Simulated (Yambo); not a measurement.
G0W0@LDA for Rb2KScF6 (space group Fm-3m, No. 225) in Yambo (2×2×2 mesh, 7 Ry block, plasmon pole, screening fixed), without a terminator:

```csv
bands N in G,gap Γ → Γ (eV),shift of the valence edge (eV)
112,9.666,-1.797
186,9.707,-2.006
284,9.754,-2.119
```

### Question
Extrapolate both columns to infinite N with E(N) = E∞ + A/N, test the form, and compare with the terminator.

### Answer
From two points, E∞ = (N2 E2 − N1 E1)/(N2 − N1). The two largest N give 9.84 eV for the gap and -2.33 eV for the shift; the two smallest give 9.77 eV and -2.32 eV. For the gap the slopes A are -12 and -25 eV: the form isn't reached, and its limit is uncertain. For the shift the slopes A are 59 and 61 eV: the 1/N form holds. With the Bruneval-Gonze terminator and 284 bands the run gives 9.87 eV and -2.32 eV, 0.03 eV and 0.02 eV from the extrapolated values: the terminator too is an estimate of the remainder. Block, mesh and the bands in W are held fixed.

Geometry of the Materials Project entry, not relaxed at this level; primitive cell a = b = c = 6.5046 Å, α = β = γ = 60.00°.

The structure is a Materials Project entry; no match was found in the copy of COD used, and its stability was not checked.

A shift is the quasiparticle energy of the state minus its LDA energy.
